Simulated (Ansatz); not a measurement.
A trial cell of Pb was relaxed with PBE (plane waves to 420 eV, PAW, scalar-relativistic; Ansatz, a quantum-chemistry and plane-wave program).

Before: Pnma (No. 62), oP8; a = 8.055 Å, b = 5.709 Å, c = 5.908 Å, α = 90.00°, β = 90.00°, γ = 90.00°.

After relaxation:

Simulated powder pattern, Mo Kα, λ = 0.71073 Å (kinematic, ideal powder, no thermal factors, no anomalous dispersion; the 24 strongest lines at most, above 1 %, up to 2θ = 45°):

```json
[
 {"2θ (°)": "13.66", "I/Imax (%)": "62"},
 {"2θ (°)": "14.92", "I/Imax (%)": "100"},
 {"2θ (°)": "19.37", "I/Imax (%)": "26"},
 {"2θ (°)": "22.83", "I/Imax (%)": "8.3"},
 {"2θ (°)": "24.54", "I/Imax (%)": "54"},
 {"2θ (°)": "26.70", "I/Imax (%)": "21"},
 {"2θ (°)": "27.53", "I/Imax (%)": "9.8"},
 {"2θ (°)": "30.11", "I/Imax (%)": "15"},
 {"2θ (°)": "30.85", "I/Imax (%)": "14"},
 {"2θ (°)": "31.45", "I/Imax (%)": "13"},
 {"2θ (°)": "35.94", "I/Imax (%)": "8.7"},
 {"2θ (°)": "36.05", "I/Imax (%)": "8.6"},
 {"2θ (°)": "37.21", "I/Imax (%)": "16"},
 {"2θ (°)": "38.72", "I/Imax (%)": "14"},
 {"2θ (°)": "39.32", "I/Imax (%)": "3.3"},
 {"2θ (°)": "41.15", "I/Imax (%)": "11"},
 {"2θ (°)": "41.82", "I/Imax (%)": "2.7"},
 {"2θ (°)": "42.28", "I/Imax (%)": "10"},
 {"2θ (°)": "44.19", "I/Imax (%)": "4.5"}
]
```

Problem. Identify the relaxed structure from its pattern: crystal system, space group and cell.

Solution. Tetragonal, I4/mmm (No. 139), tI2, AFLOW prototype A_tI2_139_a (A_a); a = 4.2248 Å, b = 4.2248 Å, c = 3.5917 Å, α = 90.00°, β = 90.00°, γ = 90.00°. Sites: Pb 2b (0.000, 0.000, 0.500).

Problem. Index the strongest lines.

Solution. 13.66° (110), 14.92° (101), 19.37° (200), 24.54° (211), 26.70° (112).

No spin polarisation in the result.

The run could not lose the symmetry of its start, so the end can be a saddle point.

The relaxed structure here is a generated cell of Pb: the first start was made by placing the elements on the sites of a structure type, and the end was not matched to a known phase here, so it may be hypothetical. Known forms of Pb include space group No. 225.
